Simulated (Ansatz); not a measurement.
C:
Space group I4₁/amd, origin choice 1 (No. 141); a = 2.5384 Å, b = 2.5384 Å, c = 8.6538 Å, α = 90.00°, β = 90.00°, γ = 90.00°

```tsv
atom	site	symmetry	x	y	z
C	8e	2mm.	0.0000	0.0000	0.4138
```
(The calculation used a cell of 4 atoms; values per cell refer to that cell.)

Relaxed at zero pressure with PBE in the plane-wave PAW code Ansatz.

### Question
The volume is lowered by 6 % and shape and atoms relax at that volume. What pressure results, and how do the axes share the change?

### Answer
22.8 GPa; a -2.4 %, b -2.4 %, c -1.4 %; the energy rises by 28 meV/atom.

### Question
Give the new structure.

### Answer

Space group I4₁/amd, origin choice 1 (No. 141); a = b = 2.479 Å, c = 8.532 Å, α = β = γ = 90.00°

```
atom  site  symmetry       x       y       z
----  ----  --------  ------  ------  ------
C       8e      2mm.  0.0000  0.0000  0.4142
```

The phase is kept; no other phase was compared at this pressure.

Space group I4_1/amd. The start of the workflow was typed in or built on a structure type; the Crystallography Open Database files this formula in space group No. 141, but the cells were not matched. It is not the phase usual at ambient conditions (space group No. 194, 227). Symmetry was held in the PBE relaxation; its stability against distortions is not shown here.

Potentials: the earlier of the program's two PAW sets.
